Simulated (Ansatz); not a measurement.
This guess for Ti₂SnO₆ is about to be relaxed.

```
Ti Sn O
1.0
     7.36318   -1.54184    0.00000
     7.36318    1.54184    0.00000
    -0.16723    0.00000    4.88778
Ti Sn O
2 1 6
Direct
  0.34230 0.34230 0.97989
  0.65770 0.65770 0.02011
  0.00000 0.00000 0.50000
  0.43647 0.43647 0.68507
  0.77481 0.77481 0.79736
  0.09764 0.09764 0.80853
  0.90236 0.90236 0.19147
  0.22519 0.22519 0.20264
  0.56353 0.56353 0.31493
```

Method: DFT PBE, scalar-relativistic, plane waves, PAW (Ansatz). Cutoff 420 eV, Gaussian smearing, Γ-centred meshes. Cell and atoms relax first on a coarse mesh and then on a converged one. In between, the cell is made exact in the group found at 0.06 Å. The steps can't lower the symmetry of their start. Collinear spin, starting moments Ti 1.0 (×2) μB; they died out on the coarse mesh, so the last step has no spin.

A guess keeps its type if space group and coordination stay and the shape of the cell changes little (axis ratios within about 15 %, angles within 6°); the volume may change.

Task: Does it keep its structure type, or change into something else?

Result: It keeps its type. The symmetry stays C2/m (No. 12). The volume per atom shrinks by 2.1 %, from 12.3 to 12.1 Å³. The shortest distance goes from 2.03 Å (Ti–O) to 1.96 Å (Ti–O). Counting neighbours within 15 % of an atom's shortest distance, the start has O 3, Sn 6, Ti 6 and the end O 3, Sn 6, Ti 6.

The last run used a 10×10×6 mesh (in the run's order of axes) for its 9-atom cell and Gaussian smearing of 0.02 eV. A structure relaxed within its symmetry needn't be a true minimum.
